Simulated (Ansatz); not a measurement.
Values for one crystal, relaxed and computed with DFT-r²SCAN in the program Ansatz with PAW potentials; other levels are named.

* **Volume per atom**: 7.87 Å³
* **Electronic character**: metallic (no gap)
* **Hill bulk and shear moduli**: 121 and 108 GPa
* **Young's modulus**: 250 GPa
* **Mechanical stability**: stable (all eigenvalues of C positive)
* **Elastic constants (relaxed ions, GPa)**: C11 = 218, C12 = 71.8, C44 = 141
* **Bulk modulus (Birch–Murnaghan fit)**: 122 GPa

**Question.** Which compound is it?
A) Au, fcc (Cu type)
B) Ni, fcc (Cu type)
C) Ag, fcc (Cu type)
D) Be, fcc (Cu type)

**Answer.** D, Be, fcc (Cu type)

Space group Fm-3m (fcc (Cu type)). The start of the workflow was typed in or built on a structure type; neither database checked (COD, Materials Project) lists it. It is not the phase usual at ambient conditions (space group No. 194). Symmetry was held in the r²SCAN relaxation; whether a distortion lowers the energy is not shown. As this level gives no gap, shear constants depend on the k-mesh and smearing (Fermi–Dirac, 0.1 eV here).

Potentials: the earlier of the program's two PAW sets.
